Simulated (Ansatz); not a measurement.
SiB2W2:
Space group Cmmm (No. 65); a = 3.048 Å, b = 11.179 Å, c = 3.118 Å, α = 90.00°, β = 90.00°, γ = 90.00°

```csv
atom,site,symmetry,x,y,z
Si,2a,mmm,0.0000,0.0000,0.0000
W,4j,m2m,0.5000,0.1365,0.5000
B,4i,m2m,0.0000,0.2063,0.0000
```
(The calculation used a cell of 5 atoms; values per cell refer to that cell.)

Relaxed at zero pressure with plane-wave PAW PBEsol (Ansatz code).

**Question.** The volume is lowered by 6 % and shape and atoms relax at that volume. What pressure results, and how do the axes share the change?

**Answer.** 21.1 GPa; a -1.8 %, b -2.4 %, c -1.9 %; the energy rises by 40 meV/atom.

**Question.** Give the new structure.

**Answer.** 
Space group Cmmm (No. 65); a = 2.993 Å, b = 10.907 Å, c = 3.059 Å, α = 90.00°, β = 90.00°, γ = 90.00°

```csv
atom,site,symmetry,x,y,z
Si,2a,mmm,0.0000,0.0000,0.0000
W,4j,m2m,0.5000,0.1357,0.5000
B,4i,m2m,0.0000,0.2051,0.0000
```

The phase is kept; no other phase was compared at this pressure.

The start of the workflow was typed in or built on a structure type; neither database checked (COD, Materials Project) lists it. Its standing as an ambient phase is unchecked. Symmetry was held in the PBEsol relaxation; its stability against distortions is not shown here. The run is not spin-polarised. Scalar-relativistic: spin–orbit coupling is off unless named, which matters more the heavier the elements.

Potentials: the earlier of the program's two PAW sets. The files were generated under PBE; for other functionals the program regenerates the frozen cores, and for LDA and PBEsol the local potential too.
